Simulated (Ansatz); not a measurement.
GaSb:
```xyz
2
Lattice="-2.7184 2.7184 1.5454 2.7184 -2.7184 1.5454 2.7184 2.7184 -1.5454" Properties=species:S:1:pos:R:3 pbc="T T T"
Ga     0.0000     2.7184     0.7727
Sb     0.0000     0.0000     0.0000
```

Relaxed with PBEsol. Special points in fractions of this cell's reciprocal vectors: Γ (0.000, 0.000, 0.000); X (0.000, 0.000, 0.500); M (-0.500, 0.500, 0.500); Z (0.331, 0.331, -0.331); Z0 (-0.331, 0.669, 0.331); P (0.250, 0.250, 0.250); N (0.000, 0.500, 0.000).

Q: List the band energies nearest the Fermi level at these points for DFT-PBEsol in the program Ansatz with PAW potentials.

A: In eV from the Fermi level; about four levels below and three above (degenerate sets whole), none deeper than 8.9 eV; points with the same levels are listed once.

```tsv
k	below	above
Γ	-2.94 -2.06 -2.06	3.25 5.56 7.31 7.31
X	-8.38 -0.07	1.75 2.16 2.30
M	-6.11 -5.31 -5.31	3.85 5.35 10.79 10.79
Z	-4.96 -3.52 -3.52 -3.25	4.04 6.19 6.19
P	-8.01 -5.33 -4.67 -3.32	3.78 3.97 4.44
N	-5.84 -2.50 -1.53 -1.26	2.33 3.38 5.32
```

Space group I-4m2. The workflow started from a Materials Project entry (that database holds measured and hypothetical structures alike); the Crystallography Open Database copy checked does not list it. It is not the phase usual at ambient conditions (space group No. 216). Symmetry was held in the PBEsol relaxation; its stability against distortions is not shown here. Spin–orbit coupling is left out wherever it is not named.

Potentials: the later of the program's two PAW sets.
